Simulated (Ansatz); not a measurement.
Structure relaxation, LiF

The start is a generated cell, LiF placed in the rocksalt structure type. The cell and all atomic positions are relaxed at zero pressure with PBE (plane waves to 420 eV, PAW, scalar-relativistic; Ansatz, a program for electronic structure). The first steps use a coarse 10×10×10 k-mesh.

Input geometry:
```
LiF
1.0
    0.00000     2.03050     2.03050
    2.03050     0.00000     2.03050
    2.03050     2.03050     0.00000
F Li
1 1
Cartesian
  0.00000   0.00000   0.00000
  2.03050   2.03050   2.03050
```

**Question.** By how much does the energy per atom fall from start to end?

**Answer.** Under 1 meV/atom.

**Question.** How does the volume per atom move from start to end?

**Answer.** +0.5 %, from 8.37 to 8.41 Å³/atom.

**Question.** How do the shortest distances between atoms change?

**Answer.** The closest pairs of elements (up to four, under 3.6 Å), start → end: F–Li 2.03 → 2.03 Å; F–F 2.87 → 2.88 Å; Li–Li 2.87 → 2.88 Å.

**Question.** What band gap does the relaxed structure have at this level?

**Answer.** 8.83 eV, direct (no spin-orbit coupling).

The space group stays Fm-3m (No. 225) (the run could not lower it); the end is rock salt type, with 2 atoms in the primitive cell. Final values are on a 14×14×14 k-mesh of the relaxed cell. No spin polarisation in the result.

The run could not lose the symmetry of its start; a randomly shaken copy of 2 atoms returns to this structure.

All atoms sit on sites fixed by symmetry, so only the cell could relax.
